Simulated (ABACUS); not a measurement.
A self-consistent single point of TiSi2 (Fddd, 24 atoms in the cell; from Materials Project mp-2582, lattice scaled a little) with ABACUS.

Method: PBE, numerical atomic orbitals DZP (confined pseudo-atomic orbitals; energy shift 0.003 Ry), PseudoDojo 0.5 standard norm-conserving PBE (tails mended) pseudopotentials (ABACUS).

```xyz
24
Lattice="4.8512 0.0000 0.0000 0.0000 8.3594 0.0000 0.0000 0.0000 8.6545" Properties=species:S:1:pos:R:3 pbc="T T T"
Ti     2.4256     0.0000     0.0000
Ti     3.6384     2.0898     2.1636
Ti     2.4256     4.1797     4.3273
Ti     3.6384     6.2695     6.4909
Ti     0.0000     0.0000     4.3273
Ti     1.2128     2.0898     6.4909
Ti     0.0000     4.1797     0.0000
Ti     1.2128     6.2695     2.1636
Si     2.4256     2.8207     0.0000
Si     2.4256     5.5387     0.0000
Si     3.6384     7.6285     2.1636
Si     3.6384     4.9106     2.1636
Si     2.4256     7.0004     4.3273
Si     2.4256     1.3590     4.3273
Si     3.6384     3.4488     6.4909
Si     3.6384     0.7309     6.4909
Si     0.0000     2.8207     4.3273
Si     0.0000     5.5387     4.3273
Si     1.2128     7.6285     6.4909
Si     1.2128     4.9106     6.4909
Si     0.0000     7.0004     0.0000
Si     0.0000     1.3590     0.0000
Si     1.2128     3.4488     2.1636
Si     1.2128     0.7309     2.1636
```

Reference input (self-consistent single point, DFT, PBE, numerical atomic orbitals DZP (confined pseudo-atomic orbitals; energy shift 0.003 Ry), PseudoDojo 0.5 standard norm-conserving PBE (tails mended) pseudopotentials): basis = DZP numerical atomic orbitals, energy shift 0.003 Ry; KPT = Gamma 5 3 3 0.5 0.5 0.5; basis_type = lcao; ecutwfc = 100 Ry; smearing_method = fd; smearing_sigma = 0.00367493 Ry; potentials = PseudoDojo 0.5 standard norm-conserving PBE (tails mended); symmetry = 1; symmetry_prec = 1e-05; ks_solver = scalapack_gvx; scf_nmax = 100; scf_thr = 1.0e-07. This run's input differs from it in these lines:

```diff
@@ -75,3 +75,3 @@
 Gamma
-5 3 3 0.5 0.5 0.5
+6 4 3 0.5 0.5 0.5
```

Output (repeated stretches shortened):

```
 SELF-CONSISTENT
 -------------------------------------------

                  longest orb rcut (Bohr) = 8.8
   longest nonlocal projector rcut (Bohr) = 1.94
                     search radius (Bohr) = 21.5

                          real space grid = [ 60, 108, 108 ]

                                 init_chg = atomic

 LCAO ALGORITHM --------------- ION=   1  ELEC=   1--------------------------------

 Density error is 0.0547937525282
 E_KohnSham     -1085.7561798534     -14772.4706847192
 E_Fermi        0.8969245297         12.2032842796

 LCAO ALGORITHM --------------- ION=   1  ELEC=   2--------------------------------

   [... lines left out ...]

   [... 5 blocks of this kind left out ...]

 LCAO ALGORITHM --------------- ION=   1  ELEC=   8--------------------------------

 Density error is 2.32583080188e-07
 E_KohnSham     -1085.7876450206     -14772.8987902813
 E_Fermi        0.8851846226         12.0435546494

 LCAO ALGORITHM --------------- ION=   1  ELEC=   9--------------------------------

 Density error is 2.55722587056e-08
 E_KohnSham     -1085.7876450205     -14772.8987902803
 E_KS(sigma->0) -1085.7842590075     -14772.8527212099
 E_entropy(-TS) -0.0067720260        -0.0921381408
 E_Fermi        0.8851845858         12.0435541481
 charge density convergence is achieved
 final etot is -14772.89879 eV
 EFERMI = 12.043554148 eV

 STATE ENERGY(eV) AND OCCUPATIONS    NSPIN == 1
   [... 94 lines left out ...]

 TOTAL-FORCE (eV/Angstrom)
                       Ti1         0.0000000000         0.0000000000         0.0000000000
                       Ti2         0.0000000000         0.0000000000         0.0000000000
                       Ti3         0.0000000000         0.0000000000         0.0000000000
                       Ti4         0.0000000000         0.0000000000         0.0000000000
                       Ti5         0.0000000000         0.0000000000         0.0000000000
                       Ti6         0.0000000000         0.0000000000         0.0000000000
                       Ti7         0.0000000000         0.0000000000         0.0000000000
   [... lines left out ...]

 TOTAL-STRESS (KBAR)
       -31.8724925203         0.0000000000         0.0000000000
         0.0000000000       -41.9402034425         0.0000000000
         0.0000000000         0.0000000000       -42.2337409901
 TOTAL-PRESSURE: -38.682146 KBAR

 --------------------------------------------
 !FINAL_ETOT_IS -14772.8987902802837198 eV
 --------------------------------------------
```

The run converged in 9 iterations. Against the reference run the free energy hardly moves (within 1 meV/atom) and the pressure stays near -3.87 GPa while the yy stress (positive for compression) goes from -3.64 to -4.19 GPa.

The atom-centred basis is finite, which shifts total energies and pressures against plane waves. This run is one point of a test of settings, so its values need not be converged; read them against the reference run alone. The structure comes from a collection of computed structures, made at another level of theory; the collection holds predicted forms beside known ones. Its lattice was then scaled. No clean gap shows at this smearing width and mesh (spacing up to 0.24 Å⁻¹); the mesh is coarse for partly filled bands, so the values carry mesh errors.

Cost on one core: very roughly 4 core-minutes.

The atomic orbitals were generated for these runs; they are not ABACUS's published sets and were checked against plane waves on a few crystals only.

“Tails mended”: in these copies of the files the far tail of each local potential was reset to the Coulomb form.
